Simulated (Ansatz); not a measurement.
Here is the system:

TaS₂:
```cif
data_S4Ta2
_chemical_formula_sum 'Ta2 S4'
_space_group_name_H-M_alt 'P63/mmc'
_space_group_IT_number 194
_space_group_name_Hall '-P 6c 2c'
_cell_length_a 3.27013
_cell_length_b 3.27013
_cell_length_c 11.55244
_cell_angle_alpha 90.000
_cell_angle_beta 90.000
_cell_angle_gamma 120.000
loop_
_atom_site_label
_atom_site_type_symbol
_atom_site_symmetry_multiplicity
_atom_site_Wyckoff_symbol
_atom_site_fract_x
_atom_site_fract_y
_atom_site_fract_z
_atom_site_occupancy
Ta1 Ta 2 b 0.00000 0.00000 0.25000 1
S1 S 4 f 0.33333 0.66667 0.11570 1
```

This is the LDA-relaxed structure.

Task: All from the program Ansatz at the LDA level (PAW), unless another level is named. Predict the density of states at the Fermi level.

Result: 0.75 states/eV per atom (mean over ±0.08 eV).

Task: And the formation energy from the elements (no fitted shifts)?

Result: -1.16 eV/atom.

Task: What about the gap with spin–orbit coupling?

Result: none (metallic).

Space group P6_3/mmc. The first step of the workflow began from a Materials Project structure, measured or hypothetical; the Crystallography Open Database files this formula in space group No. 194, but the cells were not matched. It is not the phase usual at ambient conditions (space group No. 164). The cell was relaxed with LDA under the symmetry of its start; whether a distortion lowers the energy is not shown. No spin polarisation was allowed. A crystal of weakly bound layers computed without a dispersion correction: the cell and the soft elastic constants depend strongly on that. The references are the lowest solids computed at this level, not always the standard phases. Scalar-relativistic: spin–orbit coupling is off unless named, which matters more the heavier the elements.

Potentials: the later of the program's two PAW sets.
